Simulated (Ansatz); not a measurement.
Values for one crystal, relaxed and computed with DFT-PBE in the program Ansatz with PAW potentials; other levels are named.

| Item | Result |
|---|---|
| Volume per atom | 18.65 Å³ |
| Electronic character | metallic (no gap) |
| Density of states at the Fermi level | 2.0 states/eV per atom (mean over ±0.08 eV) |
| Bulk modulus (Birch–Murnaghan fit) | 150 GPa |
| Gap with spin–orbit coupling | none (metallic) |
| Pressure derivative B′ | 3.8 |
| Formation energy from the elements (no fitted shifts) | 0.074 eV/atom |

Question: Which compound is it?
A. IrW, CsCl type
B. AgW, CsCl type
C. AlNi, CsCl type
D. ZrMo, CsCl type

Answer: D, ZrMo, CsCl type

Space group Pm-3m (CsCl type). The start of the workflow was typed in or built on a structure type; neither database checked (COD, Materials Project) lists it. Its standing as an ambient phase is unchecked. Symmetry was held in the PBE relaxation; its stability against distortions is not shown here. The run is not spin-polarised. The references are the lowest solids computed at this level, not always the standard phases. Scalar-relativistic: spin–orbit coupling is off unless named, which matters more the heavier the elements.

Potentials: the earlier of the program's two PAW sets.
